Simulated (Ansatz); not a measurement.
YPb₂ in space group Cmcm (No. 63; Y on 4c, Pb on 4c, Pb on 4c), the program Ansatz at the r²SCAN level (PAW), all energies at zero smearing, with the estimated change up to a 700 eV cutoff added, with one set of potentials and settings (totals compare only within such a set). Cell of 6 atoms (2 Y, 4 Pb): -55405.992 eV.

```tsv
element	reference phase	E (eV/atom)
Y	P6_3/mmc, 2 atoms in the cell	-3859.7073
Pb	Fm-3m, 1 atoms in the cell	-11920.8594
```

Formation energy per atom, worked out: (-55405.992 − 2×(-3859.7073) − 4×(-11920.8594))/6 = -0.523 eV/atom (-50 kJ per mol of atoms), at 0 K, without zero-point energy or fitted corrections.

The first step of the workflow began from a Materials Project structure, measured or hypothetical; the Crystallography Open Database files this formula in space group No. 63, but the cells were not matched. Whether it is the stable phase at ambient conditions was not checked. The r²SCAN relaxation kept the symmetry of its start; whether a distortion lowers the energy is not shown. No spin polarisation was allowed. The references are the lowest solids computed at this level, not always the standard phases. Scalar-relativistic: spin–orbit coupling is off unless named, which matters more the heavier the elements.

Potentials: the later of the program's two PAW sets.
